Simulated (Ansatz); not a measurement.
**SnPt3C, first-principles data**

SnPt₃C:
```xyz
5
Lattice="4.2339 0.0000 0.0000 0.0000 4.2339 0.0000 0.0000 0.0000 4.2339" Properties=species:S:1:pos:R:3 pbc="T T T"
Sn     0.0000     0.0000     0.0000
Pt     0.0000     2.1170     2.1170
Pt     2.1170     0.0000     2.1170
Pt     2.1170     2.1170     0.0000
C      2.1170     2.1170     2.1170
```

Space group Pm-3m (No. 221), anti-perovskite; conventional cell a = 4.2339 Å, b = 4.2339 Å, c = 4.2339 Å, α = 90.00°, β = 90.00°, γ = 90.00°.

Method: plane-wave PAW PBEsol (Ansatz code). Structure relaxed to zero pressure with the same functional. Other levels are named where they apply.

### Cell and energy

```
Property                                                     Result
-----------------------------------------------------  ------------
Volume per atom                                            15.18 Å³
Density                                                 15.66 g/cm³
Formation energy from the elements (no fitted shifts)  0.32 eV/atom
```

### Electronic structure

```
Quantity                                                                    Result
------------------------------------  --------------------------------------------
Electronic character                                             metallic (no gap)
Density of states at the Fermi level  0.67 states/eV per atom (mean over ±0.08 eV)
Gap with spin–orbit coupling                                       none (metallic)
```

### Mechanics

```
Property                                                               Result
-------------------------------------  --------------------------------------
Bulk modulus (Birch–Murnaghan fit)                                    201 GPa
Pressure derivative B′                                                    5.1
Elastic constants (relaxed ions, GPa)        C11 = 244, C12 = 180, C44 = -9.4
Mechanical stability                   unstable (C has a negative eigenvalue)
```

### Phonons

```
Property                                                Result
-----------------------------  -------------------------------
Highest zone-centre frequency                         38.6 meV
Zone-centre stability          unstable, softest mode 90i cm⁻¹
```

The start of the workflow was typed in or built on a structure type; neither database checked (COD, Materials Project) lists it. Its standing as an ambient phase is unchecked. The PBEsol relaxation kept the symmetry of its start. No spin polarisation was allowed. Its formation energy is positive at this level, so the cell may be metastable or incomplete. As this level gives no gap, shear constants depend on the k-mesh and smearing (Fermi–Dirac, 0.1 eV here). As this level gives no gap, phonon frequencies hold no LO–TO term and depend on the k-mesh and smearing (Fermi–Dirac, 0.1 eV here). The references are the lowest solids computed at this level, not always the standard phases. Scalar-relativistic: spin–orbit coupling is off unless named, which matters more the heavier the elements.

Potentials: the earlier of the program's two PAW sets. The files were generated under PBE; for other functionals the program regenerates the frozen cores, and for LDA and PBEsol the local potential too.
